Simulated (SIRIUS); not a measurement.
A self-consistent single point of HfN (Fm-3m, 2 atoms in the cell; from Materials Project mp-2828, changed as shown) with SIRIUS.

Level of theory: PBE, SSSP 1.1.2 efficiency PBE pseudopotentials (plane waves; SIRIUS).

The change in words: volume scaled by 1.04. Reference geometry (Fm-3m):
```
HfN
1.0
    0.00000     2.25586     2.25586
    2.25586     0.00000     2.25586
    2.25586     2.25586     0.00000
Hf N
1 1
Direct
  0.00000   0.00000   0.00000
  0.50000   0.50000   0.50000
```

Reference input (self-consistent single point, DFT, PBE, plane waves, SSSP 1.1.2 efficiency PBE pseudopotentials): parameters.ngridk = 13 13 13; parameters.xc_functionals = [XC_GGA_X_PBE, XC_GGA_C_PBE]; parameters.gk_cutoff = 8.062 1/bohr; parameters.pw_cutoff = 25.496 1/bohr; parameters.shiftk = 1 1 1; parameters.smearing = fermi_dirac; parameters.smearing_width = 0.00367493 Ha; potentials = SSSP 1.1.2 efficiency PBE pseudopotentials; parameters.electronic_structure_method = pseudopotential; parameters.num_bands = 13; parameters.num_mag_dims = 0; parameters.num_dft_iter = 100. This run's input differs from it in these lines:

```diff
@@ -33,7 +33,7 @@
     "lattice_vectors": [
-      [0.0, 0.7071068303, 0.7071068303],
-      [0.7071068303, 0.0, 0.7071068303],
-      [0.7071068303, 0.7071068303, 0.0]
+      [0.0, 0.7071067671, 0.7071067671],
+      [0.7071067671, 0.0, 0.7071067671],
+      [0.7071067671, 0.7071067671, 0.0]
     ],
-    "lattice_vectors_scale": 6.028732,
+    "lattice_vectors_scale": 6.108065,
     "atom_coordinate_units": "lattice",
```

Output (repeated stretches shortened):

```
[find] density tolerance         : 1e-06
[find] total energy tolerance    : 1e-07
[find] iter_solver_tol (initial) : 0.01
[find] iter_solver_tol (target)  : 1e-13
[find] num_dft_iter              : 100
Charges and magnetic moments
--------------------------------------------------------------------------------
total charge          : 17.000000
[find] | SCF iteration   0 out of 100|
[diagonalize] iterative solver tolerance (occupied, empty): 0.01 0.01
[diagonalize] average number of iterations: 2.09524
[find] Charges and magnetic moments
[find] total charge          : 17.000000
[find] Energy
   [... lines left out ...]

[find] Charges and magnetic moments
[find] total charge          : 17.000000
[find] Energy
[find] smearing (-TS)                 :      -0.00071341
[find] Total energy                   :     -66.63465426 (Ha),    -133.26930852 (Ry)
[find] Free energy (E-TS)             :     -66.63536766 (Ha),    -133.27073533 (Ry)
[find] band gap (eV)                  :       0.00000000
[find] Efermi                         :       0.66553599
[find] iteration : 22, RMS (target) : 6.5023e-07 (1.0000e-06) , energy difference (target) : 2.7413e-11 (1.0000e-07)
[find] bands are converged : true
[find] iterative solver converged : false
[find] converged after 23 SCF iterations!
[find] Charges and magnetic moments
[find] total charge          : 17.000000
[find] Energy
[find] smearing (-TS)                 :      -0.00071341
[find] Total energy                   :     -66.63465426 (Ha),    -133.26930852 (Ry)
[find] Free energy (E-TS)             :     -66.63536766 (Ha),    -133.27073533 (Ry)
[find] band gap (eV)                  :       0.00000000
[find] Efermi                         :       0.66553599
[ground_state] === stress tensor components [kbar] ===
[ground_state] === stress_total ===
[ground_state]    46.305013   -0.000000    0.000000
[ground_state]    -0.000000   46.305013    0.000000
[ground_state]     0.000000    0.000000   46.305013
[ground_state] ==== total Forces in Ha/bohr =====
[ground_state] atom:    0, force:       0.0000000      0.0000000      0.0000000
[ground_state] atom:    1, force:       0.0000000      0.0000000      0.0000000
```

The run converged in 23 iterations. SIRIUS prints the stress tensor with tension positive. Against the reference run the free energy goes down by 1.8 meV/atom and the pressure goes from 5.89 to -4.63 GPa.

The structure comes from a collection of computed structures, made at another level of theory; the collection holds predicted forms beside known ones.

Cost on one core: around 90 core-seconds (rough).

The gap that the log prints is read on the run's mesh, which can miss the band edges or a crossing.
